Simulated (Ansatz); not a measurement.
Ti (hcp, Mg type)

```
CELL_PARAMETERS angstrom
      2.93627     0.00000     0.00000
     -1.46813     2.54288     0.00000
      0.00000     0.00000     4.63716
ATOMIC_POSITIONS crystal
  Ti 0.33333 0.66667 0.75000
  Ti 0.66667 0.33333 0.25000
```

Computed with r2SCAN (plane waves to 500 eV, PAW, scalar-relativistic; Ansatz, a program for electronic structure). Harmonic phonons by density-functional perturbation theory on a 18×18×10 k mesh, in cm⁻¹ and rounded to 5; i marks imaginary ones, q is in fractions of the reciprocal vectors of the cell shown, and the three acoustic modes at Γ are left out. The PAW data are Ansatz's earlier set. Ti is run without spin polarisation. Ti was relaxed with its symmetry unable to fall.

Problem. Does any mode at Γ, M = (0.5, 0.0, 0.0), A = (0.0, 0.0, 0.5), L = (0.5, 0.0, 0.5) come out imaginary?

Solution. No imaginary mode at these points (lowest 105 cm⁻¹ at A = (0.0, 0.0, 0.5)); other wave vectors were not tested.

Problem. List the wavenumbers at Γ, M = (0.5, 0.0, 0.0), A = (0.0, 0.0, 0.5), L = (0.5, 0.0, 0.5), with degeneracies.

Solution. 
```
q                              wavenumbers (cm⁻¹)
-------------------  ----------------------------
Γ                                   145 (×2), 170
M = (0.5, 0.0, 0.0)  110, 120, 215, 240, 255, 260
A = (0.0, 0.0, 0.5)            105 (×4), 190 (×2)
L = (0.5, 0.0, 0.5)  185 (×2), 190 (×2), 290 (×2)
```
